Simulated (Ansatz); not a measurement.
SiO₂:
```
CELL_PARAMETERS angstrom
      5.03592     0.00000     0.00000
     -2.51796     4.36123     0.00000
      0.00000     0.00000     8.56506
ATOMIC_POSITIONS crystal
  Si 0.66667 0.33333 0.93705
  Si 0.33333 0.66667 0.43705
  Si 0.66667 0.33333 0.56295
  Si 0.33333 0.66667 0.06295
  O  0.00000 0.41327 0.00000
  O  0.58673 0.00000 0.50000
  O  0.58673 0.58673 0.00000
  O  0.00000 0.58673 0.50000
  O  0.41327 0.00000 0.00000
  O  0.41327 0.41327 0.50000
  O  0.66667 0.33333 0.75000
  O  0.33333 0.66667 0.25000
```

Relaxed with r²SCAN.

**Question.** Give the Bader charges and basin volumes of the independent atoms, r²SCAN (plane waves, PAW; program Ansatz).

**Answer.** 

| atom | Bader charge (e) | Bader volume (Å³) |
|---|---|---|
| Si1 | +3.37 | 2.7 |
| O5 | -1.69 | 18.8 |
| O11 | -1.69 | 18.8 |

Space group P6_322. The first step of the workflow began from a Materials Project structure, measured or hypothetical; the Crystallography Open Database copy checked does not list it. It is not the phase usual at ambient conditions (space group No. 92, 152, 154). The cell was relaxed with r²SCAN under the symmetry of its start; whether a distortion lowers the energy is not shown.

Potentials: the later of the program's two PAW sets.
